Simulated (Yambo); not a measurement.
Yambo run on VAg3O4 (space group I-42m, No. 121). The wavefunctions are PBEsol (pw.x of Quantum ESPRESSO, ONCV potentials, without SOC) ones on a 4×4×4 mesh (47 occupied bands); a = 6.0211 Å, b = 6.0211 Å, c = 6.0211 Å, α = 131.34°, β = 131.34°, γ = 71.27°.

Yambo input:

```
rim_cut
gw0
dyson
el_el_corr
HF_and_locXC
cohsex
em1s
RandQpts= 1000000
RandGvec= 1 Ry
EXXRLvcs= 84 Ry
VXCRLvcs= 336 Ry
Chimod= "HARTREE"
% BndsRnXs
 14 | 155 |
%
NGsBlkXs= 6 Ry
% LongDrXs
 1.0 | 1.0 | 1.0 |
%
ExtendOut
% QPkrange
 1 | 1 | 47 | 48 |
 11 | 11 | 47 | 47 |
%
```

k points by index: 1 = Γ, 11 = (0.25, -0.25, 0.25).

The o-*.qp file then holds:

```
#    K-point    Band    Eo [eV]    E [eV]    E-Eo [eV]    Vxc [eV]    Vnlxc [eV]    Sc|Eo [eV]    Re(Z)    Im(Z)
#
    1    47    -0.250228    -2.195024    -1.944796    -23.61416    -29.25924    3.700278    1.000000    0.000000
    1    48    0.403441    -0.244614    -0.648055    -12.05711    -8.019207    -4.685959    1.000000    0.000000
    11    47    0.000000    -1.821770    -1.821770    -23.40681    -28.74220    3.513622    1.000000    0.000000
```
(The two width columns are left out.) Convergence of these settings isn't established.

Geometry of the Materials Project entry, not relaxed at this level.

The runs are not spin-polarised; magnetic order was not tried.
